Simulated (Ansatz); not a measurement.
AlGaAs$_{2}$:
```yaml
crystal:
  lattice:
    - [4.01234, 0.00000, 0.00000]
    - [0.00000, 4.01234, 0.00000]
    - [0.00000, 0.00000, 11.33166]
  atoms:
    - { symbol: Ga, position: [0.50000, 0.00000, 0.87528] }
    - { symbol: As, position: [0.00000, 0.00000, 0.00000] }
    - { symbol: Ga, position: [0.00000, 0.50000, 0.12472] }
    - { symbol: As, position: [0.50000, 0.50000, 0.25001] }
    - { symbol: Al, position: [0.50000, 0.00000, 0.37476] }
    - { symbol: As, position: [0.00000, 0.00000, 0.50000] }
    - { symbol: Al, position: [0.00000, 0.50000, 0.62524] }
    - { symbol: As, position: [0.50000, 0.50000, 0.74999] }
```

x, y and z are the axes in which the lattice vectors are written.

Q: Give the proper piezoelectric stress tensor with relaxed ions from the program Ansatz at the r²SCAN level (PAW).

A: In C/m², rows x, y, z, Voigt columns; mesh uncertainty up to 0.01.
```
 0.00   0.00   0.00   0.00  -0.15   0.00
 0.00   0.00   0.00   0.15   0.00   0.00
-0.15   0.15   0.00   0.00   0.00   0.00
```

The elastic tensor of the same run (GPa):

|  | 1 | 2 | 3 | 4 | 5 | 6 |
|---|---|---|---|---|---|---|
| 1 | 145 | 25.5 | 52.8 | 0.0 | 0.0 | 0.0 |
| 2 | 25.5 | 145 | 52.8 | 0.0 | 0.0 | 0.0 |
| 3 | 52.8 | 52.8 | 117 | 0.0 | 0.0 | 0.0 |
| 4 | 0.0 | 0.0 | 0.0 | 59.1 | 0.0 | 0.0 |
| 5 | 0.0 | 0.0 | 0.0 | 0.0 | 59.1 | 0.0 |
| 6 | 0.0 | 0.0 | 0.0 | 0.0 | 0.0 | 32.2 |

Q: Convert to strain constants d = e·S.

A: In pC/N:
```
 0.0   0.0   0.0   0.0  -2.6   0.0
 0.0   0.0   0.0   2.6   0.0   0.0
-1.2   1.2   0.0   0.0   0.0   0.0
```

Space group P-4m2. The start of the workflow was typed in or built on a structure type; neither database checked (COD, Materials Project) lists it. Its standing as an ambient phase is unchecked. Symmetry was held in the r²SCAN relaxation; whether a distortion lowers the energy is not shown.

Potentials: the earlier of the program's two PAW sets.
